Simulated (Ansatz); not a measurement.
# Zone-centre phonons of TaSb: input and output

Theory: Ansatz, DFT PBE, scalar-relativistic, plane waves, PAW.

It can be run as:
```bash
ansatz run input.yaml --threads 1 --pin off --backend cpu --events-out ev --progress --plain --runs-dir out  # memory cap (--max-ram) not shown
```

Input (bare energies are in eV):
```yaml
crystal:
  lattice:
    - [2.9348581127, 0.0, 0.0]
    - [0.0, 2.9348581127, 0.0]
    - [0.0, 0.0, 5.6404408714]
  atoms:
    - { symbol: Ta, position: [0.0, 0.0, 0.5] }
    - { symbol: Sb, position: [0.0, 0.0, 0.0] }
basis:
  ecutwfc: 420
kpoints:
  mp_grid: { grid: [14, 14, 8] }
hamiltonian:
  xc: pbe
scf:
  occupations: { method: fermi_dirac, width: 0.15 }
output:
  eigenvalues: true
phonons:
  method: dfpt
  eigenvectors: true
```

Results section of the output:
```
--- Phonons (Γ-DFPT): 4 representative perturbations + reference, on 320 of 1568 k-points (Σ response iterations 12) ---
  k mesh reduced under 8 symmetry operations, with k and −k counted as one. Each operation leaves every solved displacement unchanged or reverses it
  ASR residual: 1.189e-3 → 0.000e0 eV/Å²; symmetrization residual: 3.665e-5 eV/Å²
  ASR residual per site (eV/Å²): 1.19e-3 5.61e-5
  Γ frequencies (cm⁻¹): -52.56 -52.56 0.00 0.00 0.00 182.17
  non-analytic LO–TO correction: not included (Born effective charges unavailable; polar crystals: no LO–TO splitting at Γ)
```

Its imaginary modes show that this cell, built by swapping an element in a database structure, isn't a minimum of the energy. In a metal, frequencies and elastic constants depend on the k mesh and the smearing, soft modes and shear constants most. Spin–orbit coupling is left out, which can shift energies with elements as heavy as these.

Negative frequencies stand for imaginary ones: the cell is unstable against these modes.